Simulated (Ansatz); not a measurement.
Relaxed-ion elastic tensor of C in space group P6_3/mmc (No. 194; C on 6h) in GPa (Voigt order), DFT-r²SCAN in the program Ansatz with PAW potentials; density 2.78 g/cm³, 7.16 Å³ per atom.

```
 605   218  83.6   0.0   0.0   0.0
 218   605  83.6   0.0   0.0   0.0
83.6  83.6  1080   0.0   0.0   0.0
 0.0   0.0   0.0   381   0.0   0.0
 0.0   0.0   0.0   0.0   381   0.0
 0.0   0.0   0.0   0.0   0.0   194
```

### Question
Is the crystal mechanically stable?

### Answer
Yes: the smallest eigenvalue of C is 194 GPa.

### Question
Work out the Voigt, Reuss and Hill averages.

### Answer
K_V = 340, K_R = 330, K_H = 335; G_V = 318, G_R = 279, G_H = 299 GPa.

### Question
Give Young's modulus, Poisson's ratio, Pugh's ratio and the universal anisotropy index.

### Answer
E = 9KG/(3K + G) = 691 GPa; ν = 0.16; K/G = 1.12 (brittle by the Pugh limit of 1.75); A_U = 5G_V/G_R + K_V/K_R − 6 = 0.72.

### Question
Estimate the sound speeds and the Debye temperature.

### Answer
v_l = √((K + 4G/3)/ρ) = 16200 m/s, v_t = √(G/ρ) = 10400 m/s, mean 11400 m/s; Θ = (h/k)(3n/4πV)^(1/3) v_m = 1760 K.

### Question
Solve the Christoffel equation for the three sound speeds along x, y, z.

### Answer
Eigenvalues of C_ijkl n_j n_l equal ρv². In km/s, slowest first: x 8.34, 11.70, 14.75; y 8.34, 11.70, 14.75; z 11.70, 11.70, 19.66.

### Question
How much does each axis shrink under pressure?

### Answer
Linear compressibilities β_i = Σ_j S_ij (j = 1 to 3): x 1.1, y 1.1, z 0.75 per TPa.

The start of the workflow was typed in or built on a structure type. Its sites differ from those of the usual phase in this space group: another stacking or structure type. Symmetry was held in the r²SCAN relaxation; whether a distortion lowers the energy is not shown.

Potentials: the later of the program's two PAW sets.
